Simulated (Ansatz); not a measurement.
Data:

HfSi₂:
```cif
data_Hf4Si8
_chemical_formula_sum 'Si8 Hf4'
_space_group_name_H-M_alt 'Cmcm'
_space_group_IT_number 63
_space_group_name_Hall '-C 2c 2'
_cell_length_a 3.65107
_cell_length_b 14.34440
_cell_length_c 3.63586
_cell_angle_alpha 90.000
_cell_angle_beta 90.000
_cell_angle_gamma 90.000
loop_
_space_group_symop_operation_xyz
  'x, y, z'
  '-x, -y, -z'
  '-x, -y, z+1/2'
  'x, y, -z+1/2'
  'x, -y, -z'
  '-x, y, z'
  '-x, y, -z+1/2'
  'x, -y, z+1/2'
  'x+1/2, y+1/2, z'
  '-x+1/2, -y+1/2, -z'
  '-x+1/2, -y+1/2, z+1/2'
  'x+1/2, y+1/2, -z+1/2'
  'x+1/2, -y+1/2, -z'
  '-x+1/2, y+1/2, z'
  '-x+1/2, y+1/2, -z+1/2'
  'x+1/2, -y+1/2, z+1/2'
loop_
_atom_site_label
_atom_site_type_symbol
_atom_site_symmetry_multiplicity
_atom_site_Wyckoff_symbol
_atom_site_fract_x
_atom_site_fract_y
_atom_site_fract_z
_atom_site_occupancy
Si1 Si 4 c 0.00000 0.05527 0.25000 1
Si2 Si 4 c 0.00000 0.24985 0.75000 1
Hf1 Hf 4 c 0.00000 0.39528 0.25000 1
```
(The calculation used a cell of 6 atoms; values per cell refer to that cell.)

This is the PBEsol-relaxed structure.

**Question.** All from PBEsol in the plane-wave PAW code Ansatz, unless another level is named. Estimate the electronic character.

**Answer.** metallic (no gap).

**Question.** And the density of states at the Fermi level?

**Answer.** 0.21 states/eV per atom (mean over ±0.08 eV).

**Question.** And the formation energy from the elements (no fitted shifts)?

**Answer.** -0.66 eV/atom.

Symmetry was held in the PBEsol relaxation. No spin polarisation was allowed. The references are the lowest solids computed at this level, not always the standard phases. Scalar-relativistic: spin–orbit coupling is off unless named, which matters more the heavier the elements.

Potentials: the later of the program's two PAW sets.
